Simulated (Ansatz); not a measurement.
**Stress against strain in Si$_{2}$Mo**

```
CELL_PARAMETERS angstrom
-1.60000 1.60000 3.93050
1.60000 -1.60000 3.93050
1.60000 1.60000 -3.93050
ATOMIC_POSITIONS crystal
Si 0.33300 0.33300 0.00000
Si 0.66700 0.66700 0.00000
Mo 0.00000 0.00000 0.00000
```

Atom numbers follow the list: Si1, Si2, Mo3.

Conventional cell: a = 3.200 Å, b = 3.200 Å, c = 7.861 Å, α = 90.00°, β = 90.00°, γ = 90.00°. Si (atom 1) has 5 Si at 2.61 to 2.63 Å and 5 Mo at 2.62 Å as nearest neighbours. Around Mo (atom 3) lie 10 Si at 2.62 Å.

The cell comes from COD entry 1010282, which wasn't checked; take it as a given geometry. It is an old determination, and later ones may differ.

Level of theory: DFT, PBEsol, all-electron LAPW, scalar-relativistic (Ansatz 0.2.0).

Sampling and basis: a Γ-centred 16×16×16 k mesh, Fermi–Dirac smearing of 0.08 eV, basis error target 1 meV/atom, no spin polarisation.

The strain is applied along the Cartesian axes of the cell as listed (the other components stay zero). Fractional coordinates are held (clamped ions).

σ is the change of stress from the unstrained cell, which is at -2.68 GPa; tension is positive, so slopes are stress–strain coefficients at that pressure. In a metal the k mesh adds noise.

Only quantities that a quadratic follows smoothly over the whole series are listed; rougher ones are left out.

```
    εzz  σzz (GPa)  σxx (GPa)
-0.0200     -11.03      -1.93
 0.0000       0.00       0.00
 0.0100       4.83       0.89
 0.0200       9.22       1.74
```

Fit the series and read off the stiffness at zero strain.

Least-squares fits y = p0 + p1 x + p2 x² to the rows give σzz (GPa): p1 = 506, p2 = -2300; σxx (GPa): p1 = 91.7, p2 = -230. So C33 = 506 GPa and C13 = 92 GPa, for these axes.

One run, at εzz = -0.0100, is withheld. Predict its row.

The fits give -5.29, -0.94; the run gave -5.28, -0.94.
